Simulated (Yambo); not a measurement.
**Bethe-Salpeter results for SrO₂**

```xyz
12
Lattice="8.5112 0.0000 0.0000 0.0000 4.9470 0.0000 0.0000 0.0000 4.7242" Properties=species:S:1:pos:R:3 pbc="T T T"
O      5.4865     3.7102     2.5248
O      3.0246     1.2367     2.1995
O      7.2802     1.2367     0.1627
O      1.2310     3.7102     4.5616
O      5.1450     3.7102     1.0529
O      3.3662     1.2367     3.6713
O      7.6217     1.2367     3.4150
O      0.8894     3.7102     1.3092
Sr     7.2636     3.7102     4.2091
Sr     1.2476     1.2367     0.5151
Sr     5.5031     1.2367     1.8470
Sr     3.0080     3.7102     2.8772
```

The geometry is that of Materials Project entry mp-726705, symmetrised and not relaxed again.

BSE in Yambo on norm-conserving PBEsol (Quantum ESPRESSO, 84 Ry, scalar-relativistic) bands: 2×4×4 mesh, 16 valence and 16 conduction bands, static screening with 117 bands and a 3 Ry block, scissor 2.69 eV, Tamm-Dancoff; field along x.

| state | energy (eV) | states within 2 meV | relative strength | class | main transitions |
|---|---|---|---|---|---|
| 1 | 3.28 | 1 | < 0.01 | dark | several band pairs |
| 2 | 3.30 | 1 | 1.00 | strong | several band pairs |
| 3 | 3.32 | 1 | < 0.01 | dark | several band pairs |
| 4 | 3.33 | 1 | < 0.01 | dark | several band pairs |
| 5 | 3.51 | 1 | < 0.01 | dark | several band pairs |
| 6 | 3.54 | 1 | < 0.01 | dark | several band pairs |
| 7 | 3.56 | 1 | < 0.01 | dark | several band pairs |
| 8 | 3.59 | 1 | < 0.01 | dark | several band pairs |
| 9 | 4.69 | 1 | < 0.01 | dark | several band pairs |
| 10 | 4.70 | 1 | < 0.01 | dark | several band pairs |

These are vertical excitations (zero momentum). The direct quasiparticle gap on this mesh is 5.46 eV; counted from there, state 1 is bound by 2.17 eV. On a 1×2×2 mesh the same difference is 2.28 eV.

Spin singlets only. Strengths are relative to the strongest of the lowest states of this run; strong means a line over 3 % of the spectrum's maximum, dark under 0.03 %. Absolute energies carry the error of the G0W0 scissor, whose convergence isn't established; the long-wavelength screening was taken along (1,1,1) although the crystal is anisotropic.

The structure is a Materials Project entry; no match was found in the copy of COD used, and its stability was not checked.
